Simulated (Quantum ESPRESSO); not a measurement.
pw.x input (Quantum ESPRESSO 7.5; PBEsol, PseudoDojo standard norm-conserving files, scalar-relativistic):

```
&CONTROL
  calculation = 'scf'
  pseudo_dir = './pseudo'
  outdir = './out'
  tprnfor = .true.
  tstress = .true.
/
&SYSTEM
  ibrav = 0
  nat = 6
  ntyp = 3
  ecutwfc = 84.0
  ecutrho = 336.0
  occupations = 'smearing'
  smearing = 'fd'
  degauss = 0.002
  nbnd = 20
  assume_isolated = '2D'
/
&ELECTRONS
  conv_thr = 6e-10
/
ATOMIC_SPECIES
O 15.9990 O.upf
Al 26.9815 Al.upf
Cl 35.4500 Cl.upf
CELL_PARAMETERS angstrom
  3.135294772000   0.000000000000   0.000000000000
  0.000000000000   3.636024101000   0.000000000000
  0.000000000000   0.000000000000  19.000000000000
ATOMIC_POSITIONS crystal
O   0.000000000000   0.000000000000  -0.020302305600
O   0.500000000000   0.500000000000   0.020302305600
Al   0.000000000000   0.500000000000  -0.043223846200
Al   0.500000000000   0.000000000000   0.043223846200
Cl   0.500000000000   0.500000000000  -0.131496089200
Cl   0.000000000000   0.000000000000   0.131496089200
K_POINTS automatic
8 8 1 0 0 0
```

End of the output:

```
     total energy              =    -141.39221221 Ry
     estimated scf accuracy    <       0.00000004 Ry
     total energy              =    -141.39221223 Ry
     estimated scf accuracy    <          2.7E-09 Ry
     total energy              =    -141.39221223 Ry
     estimated scf accuracy    <          1.6E-09 Ry
[...]
     the Fermi energy is    -4.9999 ev
!    total energy              =    -141.39221223 Ry
     estimated scf accuracy    <          4.5E-11 Ry
     smearing contrib. (-TS)   =       0.00000000 Ry
     internal energy E=F+TS    =    -141.39221223 Ry
     The total energy is F=E-TS. E is the sum of the following terms:
     one-electron contribution =   -1648.95037624 Ry
     hartree contribution      =     828.12761210 Ry
     xc contribution           =     -39.12105993 Ry
     ewald contribution        =     718.55161183 Ry
     convergence has been achieved in  12 iterations
     Forces acting on atoms (cartesian axes, Ry/au):
     atom    1 type  1   force =     0.00000000    0.00000000   -0.00014795
     atom    2 type  1   force =     0.00000000    0.00000000    0.00014795
     atom    3 type  2   force =     0.00000000    0.00000000    0.00002420
     atom    4 type  2   force =     0.00000000    0.00000000   -0.00002420
     atom    5 type  3   force =     0.00000000    0.00000000    0.00012962
     atom    6 type  3   force =     0.00000000    0.00000000   -0.00012962
     Total force =     0.000280     Total SCF correction =     0.000003
```
In a gapped system the printed Fermi energy is only some level inside the gap.

Geometry relaxed with PBEsol.
